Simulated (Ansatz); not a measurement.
Relaxed SiO2 (alpha-cristobalite type, space group P4_12_12):

```yaml
crystal:
  lattice:
    - [5.08278, 0.00000, 0.00000]
    - [0.00000, 5.08278, 0.00000]
    - [0.00000, 0.00000, 7.09805]
  atoms:
    - { symbol: Si, position: [0.29405, 0.29405, 0.00000] }
    - { symbol: Si, position: [0.79405, 0.20595, 0.75000] }
    - { symbol: Si, position: [0.20595, 0.79405, 0.25000] }
    - { symbol: Si, position: [0.70595, 0.70595, 0.50000] }
    - { symbol: O, position: [0.24110, 0.09387, 0.17444] }
    - { symbol: O, position: [0.74110, 0.40613, 0.57556] }
    - { symbol: O, position: [0.25890, 0.59387, 0.07556] }
    - { symbol: O, position: [0.75890, 0.90613, 0.67444] }
    - { symbol: O, position: [0.90613, 0.75890, 0.32556] }
    - { symbol: O, position: [0.40613, 0.74110, 0.42444] }
    - { symbol: O, position: [0.59387, 0.25890, 0.92444] }
    - { symbol: O, position: [0.09387, 0.24110, 0.82556] }
```

A phonon eigenvector at Γ is frozen into this cell: atom i moves by Q times the vector below, so Q is the largest atomic displacement, in Å. The cell is held.

| atom | x | y | z |
|---|---|---|---|
| Si1 | -0.144 | 0.144 | 0.558 |
| Si2 | 0.144 | 0.144 | 0.558 |
| Si3 | -0.144 | -0.144 | 0.558 |
| Si4 | 0.144 | -0.144 | 0.558 |
| O5 | 0.107 | 0.865 | -0.490 |
| O6 | -0.107 | 0.865 | -0.490 |
| O7 | 0.107 | -0.865 | -0.490 |
| O8 | -0.107 | -0.865 | -0.490 |
| O9 | 0.865 | 0.107 | -0.490 |
| O10 | -0.865 | 0.107 | -0.490 |
| O11 | 0.865 | -0.107 | -0.490 |
| O12 | -0.865 | -0.107 | -0.490 |

Calculation: PBE (plane waves to 420 eV, PAW, scalar-relativistic; Ansatz, a first-principles code). k mesh 5×5×4 (Γ-centred), Fermi-Dirac smearing 0.05 eV. SiO2 was relaxed with its symmetry unable to fall. The PAW data are Ansatz's earlier set.

At one point of the scan the forces (eV/Å) are:

```json
[
 {"atom": "Si1", "Fx": "-1.641", "Fy": "1.549", "Fz": "6.091"},
 {"atom": "Si2", "Fx": "1.549", "Fy": "1.641", "Fz": "6.091"},
 {"atom": "Si3", "Fx": "-1.549", "Fy": "-1.641", "Fz": "6.091"},
 {"atom": "Si4", "Fx": "1.641", "Fy": "-1.549", "Fz": "6.091"},
 {"atom": "O5", "Fx": "0.599", "Fy": "5.785", "Fz": "-2.438"},
 {"atom": "O6", "Fx": "-0.756", "Fy": "5.065", "Fz": "-3.653"},
 {"atom": "O7", "Fx": "0.756", "Fy": "-5.065", "Fz": "-3.653"},
 {"atom": "O8", "Fx": "-0.599", "Fy": "-5.785", "Fz": "-2.438"},
 {"atom": "O9", "Fx": "5.065", "Fy": "0.756", "Fz": "-3.653"},
 {"atom": "O10", "Fx": "-5.785", "Fy": "0.599", "Fz": "-2.438"},
 {"atom": "O11", "Fx": "5.785", "Fy": "-0.599", "Fz": "-2.438"},
 {"atom": "O12", "Fx": "-5.065", "Fy": "-0.756", "Fz": "-3.653"}
]
```

Question: Which point is it?
(A) Q = -0.090 Å
(B) Q = -0.060 Å
(C) Q = -0.150 Å
(D) Q = -0.120 Å

Answer: A, Q = -0.090 Å

(A displaced cell: forces are minus the slopes of the energy, force constants its curvatures, and phonons follow from these.)
